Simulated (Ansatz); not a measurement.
Structure map: energy, volume and gap of polymorphs

A short materials screen. Relaxing one composition in several structure types shows which are competitive, which pressure would favour, and how volume and gap change with structure.

The yardstick is CoSi2, fluorite or antifluorite type. The reference is the lowest phase computed, which need not be the stable form in nature.

**Data**

Computed with Ansatz, a plane-wave PAW program. energy: PBE, total energy at 0 K with the change to a 700 eV cutoff added (comparable within one formula alone); volume per atom: PBE, relaxed cell; gap: PBE.

Working rules: ΔE = E − E_ref; ΔV = V − V_ref; temperature scale ΔE/k_B = 11.605 K/meV × ΔE.

```
crystal                                          E (eV/atom)  V (Å³/atom)  gap (eV)  ΔE (meV/atom)  ΔV (Å³/atom)  ΔE/k_B (K)
-----------------------------------------------  -----------  -----------  --------  -------------  ------------  ----------
CoSi2, fluorite or antifluorite type, reference    −2133.058        12.83      0.00            0.0          0.00           0
CoSi2, C54 type, Fddd                              −2132.684        11.97      0.00          374.0         −0.86        4300
CoSi2, C49 type, Cmcm                              −2132.619        12.03      0.00          439.0         −0.80        5100
CoSi2, AlB2 type, P6/mmm                           −2132.277        12.52      0.00          781.0         −0.31        9100
```

Started from generated or typed cells, with no claim that the phase is known: CoSi2, C54 type, Fddd; CoSi2, C49 type, Cmcm; CoSi2, AlB2 type, P6/mmm. Magnetic states: CoSi2, AlB2 type, P6/mmm ferromagnetic, as set for this run. Run without spin polarisation: CoSi2, fluorite or antifluorite type, CoSi2, C54 type, Fddd, CoSi2, C49 type, Cmcm. No gap (0.00) means none at this level, which can close a small real gap. Spin–orbit coupling is left out unless named.

**Worked example**

For CoSi2, C54 type, Fddd, step by step:

- ΔE = 1000 × (−2132.684 − (−2133.058)) = 374.0 meV/atom
- ΔV = 11.97 − 12.83 = −0.86 Å³/atom
- ΔE/k_B: 11.605 × 374.0 = 4300 K

**Result**

By ΔE (lowest first): CoSi2, fluorite or antifluorite type (0.0 ± 5.0), CoSi2, C54 type, Fddd (374.0 ± 5.0), CoSi2, C49 type, Cmcm (439.0 ± 5.0), CoSi2, AlB2 type, P6/mmm (781.0 ± 5.0). The ± follows from allowances picked for this note (energy 0.004 eV/atom, 3 meV/atom on the figure itself), carried to first order and added in quadrature, each row's own inputs moving alone; ≈ joins neighbours closer than their two ± added in quadrature.

Wanted are low ΔE and low volume per atom; no other row betters these on both counts: CoSi2, fluorite or antifluorite type (0.0, 12.83); CoSi2, C54 type, Fddd (374.0, 11.97). The reference is on the front.

Denser than the reference, so favoured by pressure; with fixed volumes the enthalpies cross at P ≈ 0.1602 ΔE/|ΔV|: CoSi2, C54 type, Fddd 0.1602 × 374.0/0.86 = 70 GPa, CoSi2, C49 type, Cmcm 0.1602 × 439.0/0.80 = 88 GPa, CoSi2, AlB2 type, P6/mmm 0.1602 × 781.0/0.31 = 400 GPa. Each is against the reference alone, so another phase may come first, and differences in compressibility move them.

**Caveats**

Vibrational free energy is left out, and phases that were not computed could lie lower. Rows are a sample of the computed phases of this formula. Limits of the draw: a spread of over 30 meV/atom, none over 0.9 eV/atom above the reference, within 8 meV/atom of the lowest or within 3 meV/atom of a neighbour. As a rule kept out of such tables: 4f compounds, open-shell compounds run without a Hubbard term, cells found unstable in the tests at hand, cells close to a higher symmetry, and runs set to a pressure or over 12 % in volume from the crystal's fullest run.
